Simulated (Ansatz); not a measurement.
**Ti: levels along high-symmetry lines**

```yaml
crystal:
  lattice:
    - [2.95000, 0.00000, 0.00000]
    - [-1.47500, 2.55477, 0.00000]
    - [0.00000, 0.00000, 4.68600]
  atoms:
    - { symbol: Ti, position: [0.33333, 0.66667, 0.25000] }
    - { symbol: Ti, position: [0.66667, 0.33333, 0.75000] }
```

Atom numbers follow the list: Ti1, Ti2.

The geometry is COD entry 9008517, unchecked; take it as a test cell.

All numbers below come from Ansatz 0.2.0, DFT, PBEsol, all-electron LAPW, scalar-relativistic.

Numerical set-up: a Γ-centred 13×13×7 k mesh, Fermi–Dirac smearing of 0.08 eV, basis error target 0.5 meV/atom, no spin polarisation.

Points in fractions of the reciprocal vectors of this cell: Γ (0, 0, 0), M (0.5, 0, 0), K (0.333, 0.333, 0), A (0, 0, 0.5), L (0.5, 0, 0.5), H (0.333, 0.333, 0.5). The path joins them by straight lines in the order Γ–M–K–Γ–A–L–H–A–L; legs that retrace an earlier one aren't tabulated. Energies are in eV from the Fermi level.

Problem. Metal or insulator at this level of theory?

Solution. No gap opens: metallic or semimetallic.

Problem. Tabulate bands 8 to 14, counted from the lowest band of the run, along the path.

Solution. 
| k (1/Å) | point | band 8 | band 9 | band 10 | band 11 | band 12 | band 13 | band 14 |
| --- | --- | --- | --- | --- | --- | --- | --- | --- |
| 0.00 | Γ | -32.57 | -6.14 | -2.64 | 0.72 | 0.78 | 0.78 | 0.88 |
| 0.18 |  | -32.57 | -6.00 | -2.53 | 0.45 | 0.52 | 0.88 | 1.08 |
| 0.35 |  | -32.58 | -5.59 | -2.22 | -0.09 | 0.14 | 0.98 | 1.17 |
| 0.53 |  | -32.60 | -4.95 | -1.84 | -0.66 | -0.24 | 0.77 | 1.10 |
| 0.70 |  | -32.61 | -4.15 | -1.64 | -1.14 | -0.50 | 0.71 | 0.86 |
| 0.88 |  | -32.63 | -3.33 | -1.73 | -1.50 | -0.60 | 0.67 | 0.77 |
| 1.05 |  | -32.64 | -2.65 | -1.94 | -1.73 | -0.62 | 0.54 | 0.66 |
| 1.23 | M | -32.64 | -2.31 | -2.11 | -1.80 | -0.61 | 0.50 | 0.61 |
| 1.33 |  | -32.65 | -2.28 | -2.07 | -1.79 | -0.64 | 0.48 | 0.60 |
| 1.43 |  | -32.67 | -2.17 | -1.97 | -1.77 | -0.72 | 0.42 | 0.57 |
| 1.53 |  | -32.70 | -2.02 | -1.82 | -1.73 | -0.83 | 0.35 | 0.52 |
| 1.64 |  | -32.74 | -1.83 | -1.69 | -1.64 | -0.96 | 0.27 | 0.46 |
| 1.74 |  | -32.78 | -1.66 | -1.65 | -1.46 | -1.10 | 0.21 | 0.38 |
| 1.84 |  | -32.81 | -1.64 | -1.48 | -1.34 | -1.22 | 0.19 | 0.30 |
| 1.94 | K | -32.82 | -1.63 | -1.35 | -1.35 | -1.27 | 0.23 | 0.23 |
| 2.14 |  | -32.79 | -1.72 | -1.63 | -1.31 | -1.21 | 0.15 | 0.44 |
| 2.35 |  | -32.73 | -2.52 | -1.54 | -1.22 | -1.17 | 0.20 | 0.75 |
| 2.55 |  | -32.67 | -3.56 | -1.29 | -1.27 | -0.94 | 0.40 | 0.76 |
| 2.75 |  | -32.63 | -4.58 | -1.61 | -0.85 | -0.51 | 0.73 | 0.74 |
| 2.95 |  | -32.59 | -5.41 | -2.10 | -0.26 | 0.00 | 0.94 | 1.13 |
| 3.16 |  | -32.58 | -5.96 | -2.49 | 0.38 | 0.47 | 0.92 | 1.12 |
| 3.36 | Γ | -32.57 | -6.14 | -2.64 | 0.72 | 0.78 | 0.78 | 0.88 |
| 3.46 |  | -32.57 | -6.10 | -2.66 | 0.64 | 0.76 | 0.76 | 0.86 |
| 3.55 |  | -32.58 | -5.98 | -2.74 | 0.45 | 0.71 | 0.71 | 0.79 |
| 3.65 |  | -32.58 | -5.77 | -2.89 | 0.23 | 0.66 | 0.66 | 0.68 |
| 3.74 |  | -32.59 | -5.49 | -3.13 | 0.06 | 0.54 | 0.63 | 0.63 |
| 3.84 |  | -32.60 | -5.14 | -3.47 | -0.02 | 0.39 | 0.62 | 0.62 |
| 3.93 |  | -32.61 | -4.75 | -3.88 | 0.00 | 0.23 | 0.64 | 0.64 |
| 4.03 | A | -32.62 | -4.32 | -4.32 | 0.09 | 0.09 | 0.69 | 0.69 |
| 4.21 |  | -32.63 | -4.20 | -4.20 | 0.00 | 0.00 | 0.67 | 0.67 |
| 4.38 |  | -32.64 | -3.86 | -3.86 | -0.20 | -0.20 | 0.58 | 0.58 |
| 4.56 |  | -32.66 | -3.38 | -3.38 | -0.41 | -0.41 | 0.45 | 0.45 |
| 4.73 |  | -32.68 | -2.92 | -2.92 | -0.57 | -0.57 | 0.44 | 0.44 |
| 4.91 |  | -32.71 | -2.62 | -2.62 | -0.68 | -0.68 | 0.70 | 0.70 |
| 5.08 |  | -32.72 | -2.52 | -2.52 | -0.76 | -0.76 | 1.10 | 1.10 |
| 5.26 | L | -32.73 | -2.50 | -2.50 | -0.79 | -0.79 | 1.30 | 1.30 |
| 5.36 |  | -32.72 | -2.46 | -2.46 | -0.77 | -0.77 | 1.10 | 1.10 |
| 5.46 |  | -32.71 | -2.35 | -2.35 | -0.71 | -0.71 | 0.73 | 0.73 |
| 5.56 |  | -32.71 | -2.18 | -2.18 | -0.62 | -0.62 | 0.35 | 0.35 |
| 5.67 |  | -32.70 | -1.95 | -1.95 | -0.54 | -0.54 | -0.01 | -0.01 |
| 5.77 |  | -32.70 | -1.69 | -1.69 | -0.59 | -0.59 | -0.21 | -0.21 |
| 5.87 |  | -32.70 | -1.42 | -1.42 | -0.84 | -0.84 | -0.22 | -0.22 |
| 5.97 | H | -32.70 | -1.21 | -1.21 | -1.05 | -1.05 | -0.21 | -0.21 |
| 6.17 |  | -32.70 | -1.63 | -1.63 | -0.67 | -0.67 | -0.21 | -0.21 |
| 6.38 |  | -32.70 | -2.05 | -2.05 | -0.55 | -0.55 | -0.06 | -0.06 |
| 6.58 |  | -32.70 | -2.52 | -2.52 | -0.55 | -0.55 | 0.10 | 0.10 |
| 6.78 |  | -32.68 | -3.11 | -3.11 | -0.47 | -0.47 | 0.29 | 0.29 |
| 6.98 |  | -32.65 | -3.72 | -3.72 | -0.26 | -0.26 | 0.51 | 0.51 |
| 7.19 |  | -32.63 | -4.16 | -4.16 | -0.02 | -0.02 | 0.66 | 0.66 |
| 7.39 | A | -32.62 | -4.32 | -4.32 | 0.09 | 0.09 | 0.69 | 0.69 |
